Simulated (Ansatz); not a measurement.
**Structures of CaOs3: which is lowest?**

Plane-wave DFT in Ansatz with scalar-relativistic PAW potentials, cutoff 420 eV, Γ-centred meshes chosen by cell and gap, Gaussian smearing with energies taken to zero width. Every cell was relaxed (cell and atoms) in a run of its own, within the symmetry of its start. Functional: PBE.

Relaxed structures (starts from databases or built by putting these elements on another compound's sites):
A. Pm-3m, 4 atoms in the computed cell, a = 4.024 Å; sites (symmetry × multiplicity) Ca m-3m × 1, Os 4/mm.m × 3; start: built
B. P6_3/mmc, 8 atoms in the computed cell, a = 5.756 Å, c = 4.579 Å; sites (symmetry × multiplicity) Ca -6m2 × 2, Os mm2 × 6; start: built
C. I4/mmm, 4 atoms in the computed cell, a = 4.117 Å, c = 7.643 Å; sites (symmetry × multiplicity) Ca 4/mmm × 2, Os -4m2 × 4 + 4/mmm × 2; start: built

Q: Rank them by energy. Could pressure change the order?

A:
```tsv
structure	group	E − E(lowest) (meV/atom)	V (Å³/atom)	gap on mesh (eV)
C	I4/mmm	0.0	16.20	0.00
B	P6_3/mmc	14.7	16.43	0.00
A	Pm-3m	39	16.29	0.00
```

C is lowest, 15 meV/atom under B. The lowest is also the densest of these, so pressure wouldn't bring one of the others in at first order. Other structures may lie lower than all of these, and vibrations aren't counted.

Spin-orbit coupling is left out, which matters for the bands of heavy elements.